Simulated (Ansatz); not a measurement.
Sr2SnO4:
```
Sr2SnO4
1.0
   -2.00641     2.00641     6.20258
    2.00641    -2.00641     6.20258
    2.00641     2.00641    -6.20258
Sr Sn O
2 1 4
Direct
  0.64603   0.64603   0.00000
  0.35397   0.35397   0.00000
  0.00000   0.00000   0.00000
  0.83515   0.83515   0.00000
  0.16485   0.16485   0.00000
  0.50000   0.00000   0.50000
  0.00000   0.50000   0.50000
```

Relaxed with LDA.

Problem. Give the optical modes at the zone centre with their infrared activity from DFPT, plane-wave PAW LDA (Ansatz code).

Solution. Transverse frequencies, without the LO–TO term; a row sums one degenerate level.

```tsv
ω (cm⁻¹)	degeneracy	IR ((D/Å)²/amu)	activity	symmetry
86	2	0.00	IR-inactive	Eg
89	2	19.81	IR	Eu
189	1	6.58	IR	A2u
191	2	0.21	IR	Eu
214	1	0.00	IR-inactive	A1g
225	2	0.00	IR-inactive	Eg
232	1	0.00	IR-inactive	B2u
244	2	28.09	IR	Eu
312	1	13.42	IR	A2u
569	1	18.51	IR	A2u
593	1	0.00	IR-inactive	A1g
733	2	25.70	IR	Eu
```

Problem. How high does the top mode go among those that the LO–TO term moves?

Solution. 792 cm⁻¹ for q along x, 792 cm⁻¹ for q along y, 678 cm⁻¹ for q along z.

Space group I4/mmm. The first step of the workflow began from a Materials Project structure, measured or hypothetical; the Crystallography Open Database files this formula in space group No. 139, but the cells were not matched. Whether it is the stable phase at ambient conditions was not checked. Symmetry was held in the LDA relaxation; of distortions, only those at the zone centre were tested. Spin–orbit coupling is left out wherever it is not named.

Potentials: the later of the program's two PAW sets.
